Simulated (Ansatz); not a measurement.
Input:

HfSi:
```cif
data_HfSi
_chemical_formula_sum 'Hf1 Si1'
_space_group_name_H-M_alt 'P 1'
_space_group_IT_number 1
_cell_length_a 3.25072
_cell_length_b 3.25072
_cell_length_c 3.25072
_cell_angle_alpha 90.000
_cell_angle_beta 90.000
_cell_angle_gamma 90.000
loop_
_space_group_symop_operation_xyz
  'x, y, z'
loop_
_atom_site_label
_atom_site_type_symbol
_atom_site_fract_x
_atom_site_fract_y
_atom_site_fract_z
_atom_site_occupancy
Hf1 Hf 0.00000 0.00000 0.00000 1
Si1 Si 0.50000 0.50000 0.50000 1
```

This is the PBEsol-relaxed structure.

**Question.** All from PBEsol (plane waves, PAW; program Ansatz), unless another level is named. Give the electronic character.

**Answer.** metallic (no gap).

**Question.** Give the density of states at the Fermi level.

**Answer.** 1.2 states/eV per atom (mean over ±0.08 eV).

**Question.** Next, the formation energy from the elements (no fitted shifts)?

**Answer.** -0.32 eV/atom.

**Question.** Give the gap with spin–orbit coupling.

**Answer.** none (metallic).

Space group Pm-3m (CsCl type). The cell is a constructed one: a structure type filled with these elements; neither database checked (COD, Materials Project) lists it. COD files the formula under space group No. 62. Its standing as an ambient phase is unchecked. The PBEsol relaxation kept the symmetry of its start. At this level the phase is mechanically unstable. The run is not spin-polarised. The references are the lowest solids computed at this level, not always the standard phases. Spin–orbit coupling is left out wherever it is not named.

Potentials: the earlier of the program's two PAW sets. The files were generated under PBE; for other functionals the program regenerates the frozen cores, and for LDA and PBEsol the local potential too.
